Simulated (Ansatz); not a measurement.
Ti$_{6}$Ge$_{2}$B in space group P-62m (No. 189; Ti on 3f, Ti on 3g, Ge on 2c, B on 1b), PBE (plane waves, PAW; program Ansatz), all energies at zero smearing, with the estimated change up to a 700 eV cutoff added, with one set of potentials and settings (totals compare only within such a set). Cell of 9 atoms (6 Ti, 2 Ge, 1 B): -23749.583 eV.

| element | reference phase | E (eV/atom) |
|---|---|---|
| Ti | P6/mmm, 3 atoms in the cell | -2499.6763 |
| Ge | Fd-3m, 2 atoms in the cell | -4294.9907 |
| B | R-3m, 12 atoms in the cell | -155.9170 |

Formation energy per atom, worked out: (-23749.583 − 6×(-2499.6763) − 2×(-4294.9907) − 1×(-155.9170))/9 = -0.625 eV/atom (-60 kJ per mol of atoms), at 0 K, without zero-point energy or fitted corrections.

The workflow started from a Materials Project entry (that database holds measured and hypothetical structures alike); the Crystallography Open Database copy checked does not list it. Its standing as an ambient phase is unchecked. Symmetry was held in the PBE relaxation; whether a distortion lowers the energy is not shown. The run is not spin-polarised. The references are the lowest solids computed at this level, not always the standard phases.

Potentials: the earlier of the program's two PAW sets.
